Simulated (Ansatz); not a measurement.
TiAl₃:
```cif
data_Al6Ti2
_chemical_formula_sum 'Al6 Ti2'
_space_group_name_H-M_alt 'I4/mmm'
_space_group_IT_number 139
_space_group_name_Hall '-I 4 2'
_cell_length_a 3.77886
_cell_length_b 3.77886
_cell_length_c 8.48471
_cell_angle_alpha 90.000
_cell_angle_beta 90.000
_cell_angle_gamma 90.000
loop_
_atom_site_label
_atom_site_type_symbol
_atom_site_symmetry_multiplicity
_atom_site_Wyckoff_symbol
_atom_site_fract_x
_atom_site_fract_y
_atom_site_fract_z
_atom_site_occupancy
Al1 Al 2 b 0.00000 0.00000 0.50000 1
Al2 Al 4 d 0.00000 0.50000 0.25000 1
Ti1 Ti 2 a 0.00000 0.00000 0.00000 1
```
(The calculation used a cell of 4 atoms; values per cell refer to that cell.)

Relaxed at zero pressure with plane-wave PAW LDA (Ansatz code).

The volume is lowered by 9 % and shape and atoms relax at that volume. What pressure results, and how do the axes share the change?

13.3 GPa; a -3.0 %, b -3.0 %, c -3.2 %; the energy rises by 52 meV/atom.

Give the new structure.


Space group I4/mmm (No. 139); a = b = 3.6647 Å, c = 8.2098 Å, α = β = γ = 90.00°

```
atom  site  symmetry       x       y       z
----  ----  --------  ------  ------  ------
Al      2b     4/mmm  0.0000  0.0000  0.5000
Al      4d      -4m2  0.0000  0.5000  0.2500
Ti      2a     4/mmm  0.0000  0.0000  0.0000
```

The phase is kept; no other phase was compared at this pressure.

The cell was relaxed with LDA under the symmetry of its start; of distortions, only those at the zone centre were tested. No spin polarisation was allowed. Axis ratios of metals converge slowly with the k-mesh, so a and c are less sure than the volume.

Potentials: the later of the program's two PAW sets.
